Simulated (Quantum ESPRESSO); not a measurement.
**NMR parameters of AgBr**

```xyz
2
Lattice="0.0000 2.8922 2.8922 2.8922 0.0000 2.8922 2.8922 2.8922 0.0000" Properties=species:S:1:pos:R:3 pbc="T T T"
Ag     0.0000     0.0000     0.0000
Br     2.8922     2.8922     2.8922
```
The geometry is a computed Materials Project entry, not a measured one. It is AgBr in Fm-3m. Stability against distortions was not tested. The run has no spin polarisation.

Computed: shieldings by GIPAW with PBE in a modified build of Quantum ESPRESSO, on JTH PAW datasets, 20 Ha, k-mesh 8×8×8 shifted, f-sum rule met within 0.001 %.

| site | site symmetry | σ_iso (ppm) |
|---|---|---|
| Ag (atom 1) | m-3m | 3359 |
| Br (atom 2) | m-3m | 2459 |

Shieldings are absolute and leave out the bulk-susceptibility term; a larger σ means a smaller chemical shift. In our sweeps, cutoffs and meshes of this size left a few ppm, and up to some 20 ppm on atoms from Zn on. No spin–orbit coupling; Ag is the heaviest element present. No d partial waves on Br: the paramagnetic term there is incompletely reconstructed. With so small a Kohn–Sham gap, σ hangs strongly on the functional and the mesh.
